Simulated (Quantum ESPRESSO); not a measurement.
Au2S has the cubic space group Pn-3m, origin choice 1 (No. 224), Pearson symbol cP6. Conventional cell: a = b = c = 5.2740 Å, α = β = γ = 90.00°. S on 2a is coordinated by 4 Au at 2.284 Å (tetrahedral). Au on 4c sees 2 S at 2.284 Å (linear). (Neighbours: up to the widest gap in distance over summed covalent radii, below 1.35, at either atom; cation-cation contacts left out.)

The geometry is that of Materials Project entry mp-947, symmetrised and not relaxed again.

Problem. What does norm-conserving PBEsol (Quantum ESPRESSO, 76 Ry, without SOC) give for the electronic structure near the Fermi level?

Solution. The PBEsol gap is direct, 2.01 eV at Γ. Without spin-orbit coupling, band edges of such heavy elements can be off by tenths of an eV.
